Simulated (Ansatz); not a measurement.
Here is the system:

GaSb:
Space group Immm (No. 71); a = 3.149 Å, b = 5.104 Å, c = 5.654 Å, α = 90.00°, β = 90.00°, γ = 90.00°

| atom | site | symmetry | x | y | z |
|---|---|---|---|---|---|
| Ga | 2a | mmm | 0.0000 | 0.0000 | 0.0000 |
| Sb | 2c | mmm | 0.0000 | 0.0000 | 0.5000 |
(The calculation used a cell of 2 atoms; values per cell refer to that cell.)

This is the PBEsol-relaxed structure.

### Question
All from plane-wave PAW PBEsol (Ansatz code), unless another level is named. Give the highest zone-centre frequency.

### Answer
152 cm⁻¹.

### Question
Next, the bulk modulus (Birch–Murnaghan fit)?

### Answer
62.5 GPa.

The first step of the workflow began from a Materials Project structure, measured or hypothetical; the Crystallography Open Database copy checked does not list it. It is not the phase usual at ambient conditions (space group No. 216). The PBEsol relaxation kept the symmetry of its start; of distortions, only those at the zone centre were tested, and some modes there are weakly imaginary. As this level gives no gap, phonon frequencies hold no LO–TO term and depend on the k-mesh and smearing (Fermi–Dirac, 0.1 eV here). Scalar-relativistic: spin–orbit coupling is off unless named, which matters more the heavier the elements.

Potentials: the earlier of the program's two PAW sets.
